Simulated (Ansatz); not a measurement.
InGaAs2 in space group R3m (No. 160; In on 3a, Ga on 3a, As on 3a, As on 3a), PBEsol in the plane-wave PAW code Ansatz, all energies at zero smearing, with the estimated change up to a 700 eV cutoff added, with one set of potentials and settings (totals compare only within such a set). Cell of 4 atoms (1 In, 1 Ga, 2 As): -18895.576 eV.

```csv
element,reference phase,E (eV/atom)
In,"I4/mmm, 1 atoms in the cell",-5525.4106
Ga,"Cmce, 4 atoms in the cell",-3743.2031
As,"R-3m, 2 atoms in the cell",-4813.0241
```

Formation energy per atom, worked out: (-18895.576 − 1×(-5525.4106) − 1×(-3743.2031) − 2×(-4813.0241))/4 = -0.229 eV/atom (-22 kJ per mol of atoms), at 0 K, without zero-point energy or fitted corrections.

The workflow started from a Materials Project entry (that database holds measured and hypothetical structures alike); the Crystallography Open Database copy checked does not list it. With In and Ga taken as one species the cell has the higher symmetry F-43m, so it may be an ordered model of a mixed-site phase. Its standing as an ambient phase is unchecked. Symmetry was held in the PBEsol relaxation; whether a distortion lowers the energy is not shown. The references are the lowest solids computed at this level, not always the standard phases.

Potentials: the later of the program's two PAW sets.
